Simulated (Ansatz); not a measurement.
# Mo (diamond): energy against volume

Theory: Ansatz 0.2.0, DFT, PBEsol, plane waves (420 eV) with PAW, scalar-relativistic. The PAW files were generated under PBE, with cores re-solved for the functional.

The cell is scaled uniformly from the relaxed one, with fractional coordinates and shape fixed. Energies are extrapolated to zero smearing, pressures are those at the given smearing. Magnetic state: spin not included.

A Birch-Murnaghan fit gives V₀ = 22.06 Å³/atom, B₀ = 118 GPa, B₀′ = 4.2.

Problem. What are the energy above the minimum and the pressure at 19.449 Å³/atom?

Solution. 141.5 meV/atom and 19.47 GPa as computed.

Problem. What are the energy above the minimum and the pressure at 20.333 Å³/atom?

Solution. 57.4 meV/atom and 11.61 GPa as computed.

Problem. What are the energy above the minimum and the pressure at 22.986 Å³/atom?

Solution. 13.2 meV/atom and -4.19 GPa as computed.
